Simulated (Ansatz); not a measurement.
## LiMg: stationary points along a deformation path

Computed with DFT PBEsol, scalar-relativistic, plane waves, PAW in Ansatz 0.2.0. Cutoff 420 eV, Γ-centred 21×21×10 k-points, Gaussian smearing of 0.15 eV. No spin polarisation. Energies are free energies at this smearing, counted from the undisturbed cell; pressure is positive in compression.

The undisturbed cell (as given, not relaxed at this level; it stands at 0.0 GPa, and it needn't be the usual structure):

```xyz
2
Lattice="3.1085 0.0000 0.0000 -1.5542 2.6920 0.0000 0.0000 0.0000 5.0255" Properties=species:S:1:pos:R:3 pbc="T T T"
Li    3.1085    0.0000    0.0000
Mg    1.5542    0.8973    2.5127
```

At fixed volume and fractional coordinates, lengths along (0.000, 0.000, 1.000) are scaled against those across it; ρ is that ratio over its starting value. V = 21.027 Å³/atom. Δσ is the stress along the axis less the mean stress across it (compression positive).

```
    ρ  ΔE (meV/atom)  Δσ (GPa) space group
0.800           69.9      5.23        P-6m2
0.850           43.9      4.70        P-6m2
0.920           15.1      3.44        P-6m2
0.960            4.5      2.13        P-6m2
1.000            0.0      0.36        P-6m2
1.050            4.0     -2.37        P-6m2
1.100           19.8     -5.44        P-6m2
1.200           83.8    -11.19        P-6m2
1.300          176.7    -15.39        P-6m2
```

Q: How does the stress give the slope of the energy, and where is the energy stationary?

A: Along the path d ln(length) is 2/3 d ln ρ on the axis and −1/3 d ln ρ across it, so dE/d ln ρ = −(2/3) V Δσ: the energy falls with ρ where Δσ is positive. Δσ vanishes or changes sign between ρ = 1.000 and 1.050, a minimum (near 1.01 by linear interpolation). Pairs of stationary points between two samples would go unseen, and could change a minimum read from distant neighbours into a maximum.

Q: Integrate that slope from ρ = 1 to 1.200 by the trapezoid rule.

A: With V/N in Å³ and 1 eV/Å³ = 160.2 GPa the slopes at ρ = 1.000, 1.050, 1.100, 1.200 are -31, 207, 476, 979 meV/atom per unit of ln ρ. The steps add 4.3 + 15.9 + 63.3 = 83.5 meV/atom, against 83.8 from the energies; the trapezoid rule misses the curvature of the slope within each step.

In a metal these slopes depend on the k mesh and the smearing.